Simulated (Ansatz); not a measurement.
## Elastic constants of TaSb: input and output

These are results of Ansatz, DFT PBEsol, scalar-relativistic, plane waves, PAW, not measurements.

It can be run as:
```bash
ansatz run input.yaml --threads 1 --pin off --backend cpu --events-out ev --progress --plain --runs-dir out  # memory cap (--max-ram) not shown
```

Input (bare energies are in eV):
```yaml
crystal:
  lattice:
    - [3.5428234342, 0.0, 0.0]
    - [-1.7714117171, 3.0681750952, 0.0]
    - [0.0, 0.0, 3.7743054601]
  atoms:
    - { symbol: Ta, position: [0.6666666667, 0.3333333333, 0.5] }
    - { symbol: Sb, position: [0.3333333333, 0.6666666667, 0.0] }
basis:
  ecutwfc: 420
kpoints:
  mp_grid: { grid: [15, 15, 12] }
hamiltonian:
  xc: pbesol
scf:
  occupations: { method: fermi_dirac, width: 0.15 }
output:
  forces: true
  stress: true
  eigenvalues: true
elastic:
  mode: relaxed_ion
  amplitude: 0.005
```

From the output:
```
--- Elastic constants: 3 strain directions × 4 members + reference (group order 12) ---
  dense FFT box of the reference and of every strained cell: 24×24×27
  strains applied: 11, 33, 23; error gains: componentwise 1.00 (the most a stress slope's error grows in a printed constant), spectral 1.41 (1 for all six strains in a standard setting)
  C = ∂σ_k/∂η_j (tension-positive GPa; Voigt order 11 22 33 23 13 12):
       185.270     84.402    136.300      0.000      0.000      0.000
        84.402    185.270    136.300      0.000      0.000     -0.000
       136.298    136.298    282.239      0.000      0.000     -0.000
         0.000      0.000      0.000    155.663      0.000      0.000
         0.000      0.000      0.000      0.000    155.663      0.000
         0.000     -0.000      0.000      0.000      0.000     50.434
  reference stress σ⁰ (GPa):      0.000      0.000     -0.000     -0.000     -0.000      0.000
  C* (energy form; C + prestress term) asymmetry max|C*_kj − C*_jk| = 2.902e-3 GPa — a small one proves nothing (zero by symmetry where the batch's group is 432, −43m or m−3m); a large one is finite-difference/SCF noise where every solve ...
  moduli (Voigt/Reuss/Hill, GPa): K = 151.86/134.82/143.34   G = 92.07/65.88/78.98   E = 200.17   ν = 0.267
  mechanically stable: yes (min eigenvalue of sym C = 50.43 GPa)
  harmonic check of the ions' relaxations: strain 23: 1 pair too noisy to judge
  the stresses are not corrected for the forces that the relaxations left standing (`elastic.f_tol`)
  strain η (Voigt 11):  stress-route row diagonal C_11 = 185.27 GPa, energy-path curvature d²(F+E_count+ΔE)/dδ²/Ω₀ = 185.29 GPa
    cells at ±δ against ±2δ: C11 185.31 and 185.45 GPa, apart by 0.07 % of the column's largest entry
         δ    σ_11 (GPa) F (eV) n_scf n_hpsi n_pw
    -1.000e-2      -1.9074      -16214.5910846       9  140086    818   relax 5 steps, max|allowed force component| 1.28e-8 eV/Å
    -5.000e-3      -0.9394      -16214.5929034       9  139927    818   relax 3 steps, max|allowed force component| 1.88e-6 eV/Å
     5.000e-3       0.9138      -16214.5929121       9  140053    824   relax 3 steps, max|allowed force component| 2.42e-6 eV/Å
     1.000e-2       1.8016      -16214.5911710       9  139959    830   relax 3 steps, max|allowed force component| 2.27e-6 eV/Å
  strain η (Voigt 33):  stress-route row diagonal C_33 = 282.24 GPa, energy-path curvature d²(F+E_count+ΔE)/dδ²/Ω₀ = 282.26 GPa
    cells at ±δ against ±2δ: C13 136.33 and 136.40 GPa, apart by 0.03 % of the column's largest entry
         δ    σ_33 (GPa) F (eV) n_scf n_hpsi n_pw
    -1.000e-2      -2.9019      -16214.5898171       8   65612    808   relax 0 steps, max|allowed force component| 9.25e-18 eV/Å
    -5.000e-3      -1.4313      -16214.5925862       4   48866    816   relax 0 steps, max|allowed force component| 2.31e-17 eV/Å
     5.000e-3       1.3913      -16214.5926040       4   54754    820   relax 0 steps, max|allowed force component| 4.63e-17 eV/Å
     1.000e-2       2.7445      -16214.5899523       6   51283    832   relax 0 steps, max|allowed force component| 3.70e-17 eV/Å
  strain η (Voigt 23):  stress-route row diagonal C_44 = 155.66 GPa, energy-path curvature d²(F+E_count+ΔE)/dδ²/Ω₀ = 155.67 GPa
    cells at ±δ against ±2δ: C44 155.65 and 155.62 GPa, apart by 0.02 % of the column's largest entry
         δ    σ_23 (GPa) F (eV) n_scf n_hpsi n_pw
    -1.000e-2      -1.5562      -16214.5915066       8  214056    818   relax 3 steps, max|allowed force component| 2.31e-5 eV/Å
    -5.000e-3      -0.7783      -16214.5930005       9  227507    818   relax 2 steps, max|allowed force component| 1.63e-5 eV/Å
     5.000e-3       0.7783      -16214.5930005       9  227544    818   relax 3 steps, max|allowed force component| 4.52e-6 eV/Å
     1.000e-2       1.5562      -16214.5915066       8  214050    818   relax 3 steps, max|allowed force component| 2.32e-5 eV/Å
```

The cell was built by swapping an element in a database structure (itself possibly hypothetical) and relaxing; it need not be the stable form of this composition. In a metal, frequencies and elastic constants depend on the k mesh and the smearing, soft modes and shear constants most. Spin–orbit coupling is left out, which matters for heavy elements. A semilocal functional can close a gap that the real compound has.